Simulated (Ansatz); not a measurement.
Y:
```
CELL_PARAMETERS angstrom
      0.00000     2.48860     2.48860
      2.48860     0.00000     2.48860
      2.48860     2.48860     0.00000
ATOMIC_POSITIONS crystal
  Y  0.00000 0.00000 0.00000
```

Relaxed with PBEsol. Special points in fractions of this cell's reciprocal vectors: Γ (0.000, 0.000, 0.000); X (0.500, 0.000, 0.500); U (0.625, 0.250, 0.625); K (0.375, 0.375, 0.750); L (0.500, 0.500, 0.500); W (0.500, 0.250, 0.750).

Question: List the band energies nearest the Fermi level at these points for PBEsol with spin–orbit coupling (plane waves, PAW; program Ansatz).

Answer: In eV from the Fermi level; about four levels below and three above (degenerate sets whole), none deeper than 8.9 eV; points with the same levels are listed once.

| k | below | above |
|---|---|---|
| Γ | -4.77 -4.77 | 1.85 1.85 1.85 1.85 |
| X | -1.84 -1.84 -0.95 -0.95 | 2.34 2.34 5.61 5.61 |
| U | -1.05 -1.05 -0.48 -0.48 | 1.19 1.19 3.80 3.80 |
| L | -2.01 -2.01 | 0.81 0.81 1.65 1.65 |
| W | -0.79 -0.79 | 0.28 0.28 0.35 0.35 |

Space group Fm-3m (fcc (Cu type)). The first step of the workflow began from a Materials Project structure, measured or hypothetical; the Crystallography Open Database files this formula in space group No. 225, but the cells were not matched. It is not the phase usual at ambient conditions (space group No. 194). Symmetry was held in the PBEsol relaxation; its stability against distortions is not shown here. No spin polarisation was allowed.

Potentials: the earlier of the program's two PAW sets. The files were generated under PBE; for other functionals the program regenerates the frozen cores, and for LDA and PBEsol the local potential too.
